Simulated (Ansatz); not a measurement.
**Kick test of a cell of KIr₄**

The cell was found from a structure generator's guess, not taken from experiment.

The calculation used DFT PBE, scalar-relativistic, plane waves, PAW in Ansatz. Settings: cutoff 420 eV, Γ-centred mesh 12×12×12 on the computed 5-atom cell, Gaussian smearing of 0.10 eV; no spin polarisation.

The cell below (5 atoms, space group Immm (No. 71)) is relaxed within its symmetry.

```
K Ir
1.0
    -1.35617    4.04404    4.14339
     1.35617   -4.04404    4.14339
     1.35617    4.04404   -4.14339
K Ir
1 4
Direct
  0.00000 0.00000 0.00000
  0.80673 0.65175 0.15497
  0.50322 0.34825 0.15497
  0.19327 0.34825 0.84503
  0.49678 0.65175 0.84503
```

For the test a repeat of it with 10 atoms (edges 5.42, 5.95, 5.95 Å) was strained at random (σ = 1.5 % a component), the atoms were moved at random (σ = 0.10 Å), and all was relaxed again on a coarse 4×4×4 mesh (in the run’s order of axes) with 0.20 eV smearing, with no symmetry imposed.

These runs have no spin–orbit coupling, which can matter for Ir.

Question: Does it come back?

Answer: It returns, within 1 meV/atom of the unmoved cell on that mesh and with the same symmetry when read at 0.1 Å (Imm2 at 0.01 Å, so small strains and shifts remain). No instability shows in this cell; modes of other wave vectors, which need another repeat, aren't tested.
